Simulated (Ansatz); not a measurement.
Relaxed-ion elastic tensor of NbSi2 in space group P6_422 (No. 181; Si on 6i, Nb on 3c) in GPa (Voigt order), PBEsol in the plane-wave PAW code Ansatz; density 5.74 g/cm³, 14.38 Å³ per atom.

```json
[
 {"": "1", "1": "372", "2": "72.1", "3": "87.3", "4": "0.0", "5": "0.0", "6": "0.0"},
 {"": "2", "1": "72.1", "2": "372", "3": "87.3", "4": "0.0", "5": "0.0", "6": "0.0"},
 {"": "3", "1": "87.3", "2": "87.3", "3": "458", "4": "0.0", "5": "0.0", "6": "0.0"},
 {"": "4", "1": "0.0", "2": "0.0", "3": "0.0", "4": "138", "5": "0.0", "6": "0.0"},
 {"": "5", "1": "0.0", "2": "0.0", "3": "0.0", "4": "0.0", "5": "138", "6": "0.0"},
 {"": "6", "1": "0.0", "2": "0.0", "3": "0.0", "4": "0.0", "5": "0.0", "6": "150"}
]
```

Task: Is the crystal mechanically stable?

Result: Yes: the smallest eigenvalue of C is 138 GPa.

Task: Work out the Voigt, Reuss and Hill averages.

Result: K_V = 188, K_R = 186, K_H = 187; G_V = 149, G_R = 147, G_H = 148 GPa.

Task: Give Young's modulus, Poisson's ratio, Pugh's ratio and the universal anisotropy index.

Result: E = 9KG/(3K + G) = 351 GPa; ν = 0.19; K/G = 1.26 (brittle by the Pugh limit of 1.75); A_U = 5G_V/G_R + K_V/K_R − 6 = 0.05.

Task: Estimate the sound speeds and the Debye temperature.

Result: v_l = √((K + 4G/3)/ρ) = 8190 m/s, v_t = √(G/ρ) = 5080 m/s, mean 5600 m/s; Θ = (h/k)(3n/4πV)^(1/3) v_m = 686 K.

Task: How much does each axis shrink under pressure?

Result: Linear compressibilities β_i = Σ_j S_ij (j = 1 to 3): x 2.0, y 2.0, z 1.4 per TPa.

The workflow started from an entry of the Crystallography Open Database (COD), which files this formula under 2 space groups. Its standing as an ambient phase is unchecked. The cell was relaxed with PBEsol under the symmetry of its start; whether a distortion lowers the energy is not shown. The run is not spin-polarised. As this level gives no gap, shear constants depend on the k-mesh and smearing (Fermi–Dirac, 0.1 eV here). On the denser mesh and wider smearing of the elastic run this cell carries a stress of 0.3 GPa.

Potentials: the later of the program's two PAW sets.
